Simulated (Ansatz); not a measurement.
# RbMnSe2 (I-4m2): majority and minority states

```
CELL_PARAMETERS angstrom
-2.02179 2.02179 7.06708
2.02179 -2.02179 7.06708
2.02179 2.02179 -7.06708
ATOMIC_POSITIONS crystal
Rb 0.00000 0.00000 0.00000
Mn 0.25000 0.75000 0.50000
Se 0.65258 0.65258 0.00000
Se 0.34742 0.34742 0.00000
```

The geometry is a structure from the Materials Project, held fixed and not relaxed.

Settings: PBEsol, 10×10×10 k mesh, Fermi–Dirac smearing of 0.05 eV. LAPW is all-electron LAPW in Ansatz 0.2.0. Site moments are integrated in spheres about the atoms. Start moments (μB): Mn2 3.6.

Task: Give the density of states by spin, smoothed by a Gaussian of 0.15 eV.

Result: 
| E − E_F (eV) | majority (states/eV/cell) | minority (states/eV/cell) |
| --- | --- | --- |
| -7.00 | 0.00 | 0.00 |
| -6.70 | 0.00 | 0.00 |
| -6.40 | 0.00 | 0.00 |
| -6.10 | 0.00 | 0.00 |
| -5.80 | 0.00 | 0.00 |
| -5.50 | 0.00 | 0.00 |
| -5.20 | 0.00 | 0.00 |
| -4.90 | 0.01 | 0.00 |
| -4.60 | 0.35 | 0.00 |
| -4.30 | 1.53 | 0.01 |
| -4.00 | 1.37 | 0.60 |
| -3.70 | 3.81 | 1.35 |
| -3.40 | 3.95 | 0.91 |
| -3.10 | 2.05 | 0.87 |
| -2.80 | 2.57 | 3.29 |
| -2.50 | 3.32 | 2.76 |
| -2.20 | 2.35 | 3.11 |
| -1.90 | 1.44 | 1.30 |
| -1.60 | 0.83 | 1.91 |
| -1.30 | 1.37 | 1.45 |
| -1.00 | 1.78 | 1.99 |
| -0.70 | 2.22 | 0.49 |
| -0.40 | 2.40 | 0.00 |
| -0.10 | 2.25 | 0.00 |
| 0.20 | 1.60 | 0.00 |
| 0.50 | 1.11 | 0.11 |
| 0.80 | 0.34 | 1.57 |
| 1.10 | 0.01 | 2.98 |
| 1.40 | 0.00 | 3.30 |
| 1.70 | 0.00 | 3.06 |
| 2.00 | 0.00 | 2.61 |
| 2.30 | 0.00 | 2.06 |
| 2.60 | 0.02 | 0.90 |
| 2.90 | 0.05 | 0.10 |
| 3.20 | 0.10 | 0.03 |
| 3.50 | 0.29 | 0.07 |
| 3.80 | 0.85 | 0.18 |
| 4.10 | 1.27 | 0.61 |
| 4.40 | 1.72 | 1.10 |
Site moments (μB): Rb1 0.01, Mn2 3.77, Se3 -0.06, Se4 -0.06. Cell moment 4.00 μB.

Task: How large is the spin polarisation of the states at the Fermi level?

Result: (N↑ − N↓)/(N↑ + N↓) = +100 %, from 2.00 and 0.00 states/eV; these are averaged over the run's smearing, not the smoothing of the table, and they move with the mesh.

Löwdin populations of d and f shells (filled inner shells left out):

```tsv
shell	up	down
Mn2 3d	4.69	0.77
```

Further occupied bands lie below the window, the nearest with its top at -10.5 eV.

The Ansatz runs typed with the search for lower states off end where their start leads. None of this fixes the real material's magnetic order: only patterns that fit the cell were computed, without spin fluctuations and on one mesh and smearing, with a functional that can overstate moments.
